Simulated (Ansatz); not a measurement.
LuSi$_{2}$Ni$_{2}$ in space group I4/mmm (No. 139; Si on 4e, Ni on 4d, Lu on 2a), DFT-PBE in the program Ansatz with PAW potentials, all energies at zero smearing, with the estimated change up to a 700 eV cutoff added, with one set of potentials and settings (totals compare only within such a set). Cell of 5 atoms (2 Si, 2 Ni, 1 Lu): -27687.603 eV.

| element | reference phase | E (eV/atom) |
|---|---|---|
| Si | Fd-3m, 2 atoms in the cell | -635.8096 |
| Ni | Fm-3m, 1 atoms in the cell, spin-polarised | -5839.7239 |
| Lu | P6_3/mmc, 2 atoms in the cell | -14732.4262 |

Formation energy per atom, worked out: (-27687.603 − 2×(-635.8096) − 2×(-5839.7239) − 1×(-14732.4262))/5 = -0.822 eV/atom (-79 kJ per mol of atoms), at 0 K, without zero-point energy or fitted corrections.

The workflow started from an entry of the Crystallography Open Database (COD). Whether it is the stable phase at ambient conditions was not checked. Symmetry was held in the PBE relaxation; its stability against distortions is not shown here. The workflow began spin-polarised and lost its moments. The references are the lowest solids computed at this level, not always the standard phases. Spin–orbit coupling is left out wherever it is not named.

Potentials: the later of the program's two PAW sets.
